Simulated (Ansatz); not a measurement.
MgZnO₂:
```
CELL_PARAMETERS angstrom
      3.26540     0.00000     0.00000
     -1.63270     2.82792     0.00000
      0.00000     0.00000     5.12396
ATOMIC_POSITIONS crystal
  Mg 0.33333 0.66667 0.49608
  Zn 0.66667 0.33333 0.00279
  O  0.33333 0.66667 0.88469
  O  0.66667 0.33333 0.38843
```

Relaxed with PBEsol. Independent-particle spectrum: no excitons, no local fields, no scissors shift; 0.1 eV broadening; ε₁ of the summed bands alone.

Tabulate the dielectric function from PBEsol (plane waves, PAW; program Ansatz).



| E (eV) | ε₁ xx | ε₂ xx | ε₁ zz | ε₂ zz |
|---|---|---|---|---|
| 0.0 | 3.78 | 0.00 | 3.77 | 0.00 |
| 0.3 | 3.79 | 0.00 | 3.77 | 0.00 |
| 0.6 | 3.83 | 0.00 | 3.80 | 0.00 |
| 0.9 | 3.89 | 0.00 | 3.85 | 0.00 |
| 1.2 | 4.00 | 0.00 | 3.94 | 0.00 |
| 1.5 | 4.23 | 0.00 | 4.08 | 0.00 |
| 1.8 | 4.68 | 0.52 | 4.42 | 0.03 |
| 2.1 | 4.33 | 0.95 | 4.62 | 0.72 |
| 2.4 | 4.08 | 1.06 | 4.32 | 1.02 |
| 2.7 | 3.93 | 1.10 | 4.11 | 1.13 |
| 3.0 | 3.87 | 1.13 | 3.95 | 1.19 |
| 3.3 | 3.80 | 1.23 | 3.83 | 1.22 |
| 3.6 | 3.72 | 1.30 | 3.75 | 1.23 |
| 3.9 | 3.62 | 1.43 | 3.70 | 1.24 |
| 4.2 | 3.41 | 1.38 | 3.67 | 1.25 |
| 4.5 | 3.36 | 1.29 | 3.66 | 1.26 |
| 4.8 | 3.37 | 1.23 | 3.68 | 1.28 |
| 5.1 | 3.43 | 1.19 | 3.73 | 1.31 |
| 5.4 | 3.52 | 1.18 | 3.80 | 1.37 |
| 5.7 | 3.65 | 1.20 | 3.91 | 1.45 |
| 6.0 | 3.84 | 1.26 | 4.08 | 1.59 |
| 6.3 | 4.14 | 1.55 | 4.28 | 1.88 |
| 6.6 | 4.27 | 1.95 | 4.49 | 2.36 |
| 6.9 | 4.26 | 2.71 | 4.04 | 3.36 |
| 7.2 | 3.13 | 2.92 | 3.39 | 3.69 |
| 7.5 | 3.14 | 2.47 | 2.54 | 3.28 |
| 7.8 | 3.26 | 2.58 | 2.32 | 2.96 |
| 8.1 | 3.26 | 2.91 | 2.45 | 2.75 |
| 8.4 | 2.78 | 3.00 | 2.37 | 2.59 |
| 8.7 | 2.73 | 2.88 | 2.68 | 2.69 |
| 9.0 | 2.70 | 2.98 | 2.53 | 3.31 |
| 9.3 | 2.62 | 3.12 | 1.70 | 3.29 |
| 9.6 | 2.08 | 3.28 | 1.19 | 2.37 |
| 9.9 | 2.32 | 3.23 | 2.10 | 2.09 |
| 10.2 | 2.21 | 3.63 | 2.39 | 2.40 |
| 10.5 | 1.67 | 3.69 | 2.97 | 2.77 |
| 10.8 | 0.90 | 3.97 | 1.98 | 4.58 |
| 11.1 | -0.11 | 2.82 | 0.41 | 2.86 |
| 11.4 | 0.85 | 1.82 | 1.42 | 2.37 |
| 11.7 | 1.88 | 2.43 | 1.79 | 2.70 |
| 12.0 | 1.01 | 3.06 | 1.75 | 3.69 |

From ε at 3.7 eV (xx: 3.70 + 1.33i), find n, k, the normal reflectivity and the absorption coefficient.

n = 1.95, k = 0.340, R = 12 %, α = 2kE/ħc = 130000 cm⁻¹.

With all bands, ε∞ without local fields is 3.97 (xx = yy), 3.95 (zz). DFPT, with local fields, gives 3.86 (xx = yy), 3.81 (zz).

Space group P3m1. The first step of the workflow began from a Materials Project structure, measured or hypothetical; the Crystallography Open Database copy checked does not list it. With Mg and Zn taken as one species the cell has the higher symmetry P6_3mc, so it may be an ordered model of a mixed-site phase. Whether it is the stable phase at ambient conditions was not checked. The cell was relaxed with PBEsol under the symmetry of its start; of distortions, only those at the zone centre were tested.

Potentials: the later of the program's two PAW sets.
